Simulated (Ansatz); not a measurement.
# A run on Si₃N₄

```yaml
crystal:
  lattice:
    - [7.6044, 0.0, 0.0]
    - [-3.8022, 6.5856035805, 0.0]
    - [0.0, 0.0, 2.9063]
  atoms:
    - { symbol: Si, position: [0.768473, 0.174555, 0.25], spin: 2.0 }
    - { symbol: Si, position: [0.593918, 0.768473, 0.75] }
    - { symbol: Si, position: [0.825445, 0.593918, 0.25] }
    - { symbol: Si, position: [0.231527, 0.825445, 0.75] }
    - { symbol: Si, position: [0.406082, 0.231527, 0.25] }
    - { symbol: Si, position: [0.174555, 0.406082, 0.75] }
    - { symbol: "N", position: [0.03055, 0.33028, 0.25] }
    - { symbol: "N", position: [0.70027, 0.03055, 0.75] }
    - { symbol: "N", position: [0.66972, 0.70027, 0.25] }
    - { symbol: "N", position: [0.96945, 0.66972, 0.75] }
    - { symbol: "N", position: [0.29973, 0.96945, 0.25] }
    - { symbol: "N", position: [0.33028, 0.29973, 0.75] }
    - { symbol: "N", position: [0.6666666667, 0.3333333333, 0.25] }
    - { symbol: "N", position: [0.3333333333, 0.6666666667, 0.75] }
kpoints:
  mp_grid: { grid: [4, 4, 10] }
scf:
  occupations: { method: fermi_dirac, width: 0.02 }
  max_iter: 100
hamiltonian:
  xc: pbe
  pseudopotentials: { kind: paw }
output:
  forces: true
  stress: true
  populations: true
  efg:
    quadrupole_moments_barn: { "N": 0.02044 }
    contact_densities: true
```

```sh
ansatz run input.yaml --threads 1 --pin off --max-ram 2560MiB --backend cpu --events-out ev --progress --plain --runs-dir out
```

(1) What happens when this input is run?

## Answers

(1) The input was rejected before any iteration. The input holds a moment without spin polarisation. The program says:

```
Error: inconsistent input (magnetization.spin_polarized): false but per-atom `spin:`, `per_species`, `initial_magnetization`, `magnetic_field`, or `spin_locking` is set
```

Against a sound input the change was `crystal.atoms[0].spin`: not typed → 2.0; `scf.max_iter`: not typed → 100.

With the sound settings the run converges and gives V_zz (10²¹ V/m²) Si 0.98 (η 0.40), N7 -4.94 (η 0.07), N13 -4.91 (η 0.00); a site carries the number of its first atom in the input. At this cell the PBE pressure is 6 GPa, so with PBE the cell would grow if it were relaxed.
